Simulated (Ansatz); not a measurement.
BaTiAs2O8:
Space group C2/m (No. 12); a = 8.3737 Å, b = 5.4440 Å, c = 7.8201 Å, α = 90.00°, β = 94.44°, γ = 90.00°

| atom | site | symmetry | x | y | z |
|---|---|---|---|---|---|
| Ba | 2c | 2/m | 0.5000 | 0.5000 | 0.5000 |
| Ti | 2a | 2/m | 0.0000 | 0.0000 | 0.0000 |
| As | 4i | m | 0.3702 | 0.0000 | 0.2052 |
| O | 4i | m | 0.3118 | 0.0000 | 0.4032 |
| O | 8j | 1 | 0.4867 | 0.2523 | 0.1825 |
| O | 4i | m | 0.2261 | 0.0000 | 0.0433 |
(The calculation used a cell of 12 atoms; values per cell refer to that cell.)

Relaxed with r²SCAN. Plane-wave PAW r²SCAN (Ansatz code) gives a gap of 3.04 eV.

Problem. What gap does HSE06 give on the same cell (Ansatz, PAW)?

Solution. 4.35 eV, 1.31 eV more. The hybrid was solved on a coarser mesh and at special points; the gap given is the minimum over both.

Cost on shared cores: the r²SCAN run (SCF on a 6×6×4 mesh, then bands and DOS) very roughly 8 core-minutes, the HSE06 run (SCF on 4×4×2, then a few points) roughly 5 core-minutes; the tasks are unlike.

The workflow started from a Materials Project entry (that database holds measured and hypothetical structures alike); the Crystallography Open Database copy checked does not list it. Its standing as an ambient phase is unchecked. Symmetry was held in the r²SCAN relaxation; its stability against distortions is not shown here. No spin polarisation was allowed. Spin–orbit coupling is left out wherever it is not named.

Potentials: the later of the program's two PAW sets.
